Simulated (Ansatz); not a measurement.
Level: r2SCAN, no spin polarisation; 500 eV; 8×8×8 Γ-centred mesh; gaussian occupations (width 0.0711 eV); Ansatz 0.2.0, fixed geometry. The cell carries a charge of +1 e on a uniform background.

Computed maps in the lattice plane spanned by b (left to right, 5.53 Å, 17 points from zero) and c (bottom to top, 5.53 Å, 17 points from zero), 61° apart, at height 0.500 along a. The fields are smooth PAW ones with compensation charges, not the true ones near nuclei.

Valence density. Digits on a logarithmic scale: 0 up to 0.03 e/Å³, each further digit a factor of 1.6, 9 from 1.3 e/Å³ up:
```
32234469999965543
32223346999965554
43223345677755555
44333455555555555
54334677765445566
86445799986545799
99655799998655799
99965799999865799
99975689999975699
99975568999975569
89975456899975446
56655445677764334
45555555555543334
45555577765433223
34555699996433222
33455699999644322
23344589999854433
```

Task: The cell is Ni3Pb2S2. Which atoms lie within 0.2 Å of this plane, and where (fractions of b and c)?

Result: Pb at (0.50, 0.50), Ni at (0.00, 0.50), Ni at (0.50, 0.00). The whole cell:
```
CELL_PARAMETERS angstrom
5.53495 0.00000 0.00000
2.71039 4.82591 0.00000
2.71039 1.58636 4.55773
ATOMIC_POSITIONS crystal
Pb 0.50000 0.50000 0.50000
S 0.21500 0.21500 0.21500
S 0.78500 0.78500 0.78500
Pb 0.00000 0.00000 0.00000
Ni 0.00000 0.50000 0.50000
Ni 0.50000 0.00000 0.50000
Ni 0.50000 0.50000 0.00000
```

Origin: a known structure type with other elements, at an estimated volume, so it need not be a known compound. Caveats: no spin polarisation, so a magnetic state may lie lower; atoms or cell far from equilibrium; charged cell with a uniform background.
